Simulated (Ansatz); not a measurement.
SnSe (rock salt, Fm-3m) under volume change, DFT-r²SCAN in the program Ansatz with PAW potentials, scaled uniformly.

```tsv
V (Å³/atom)	E − E(relaxed) (meV/atom)	P (GPa)
24.754	45.5	6.30
25.570	[?]	[?]
26.386	5.0	1.88
27.202	0.0	0.14
28.018	[?]	[?]
28.834	13.4	-2.62
29.650	29.6	-3.71
```

What belongs in the gaps?


- 25.570, E − E(relaxed) (meV/atom): 19.7
- 25.570, P (GPa): 3.92
- 28.018, E − E(relaxed) (meV/atom): 3.2
- 28.018, P (GPa): -1.35

What does a third-order Birch–Murnaghan fit give for V₀, B₀ and B′?

V₀ = 27.27 Å³/atom, B₀ = 52.9 GPa, B′ = 4.2.

The cell is a constructed one: a structure type filled with these elements; the Crystallography Open Database files this formula in space group No. 225, but the cells were not matched. It is not the phase usual at ambient conditions (space group No. 62). Symmetry was held in the r²SCAN relaxation; whether a distortion lowers the energy is not shown. Scalar-relativistic: spin–orbit coupling is off unless named, which matters more the heavier the elements.

Potentials: the later of the program's two PAW sets.
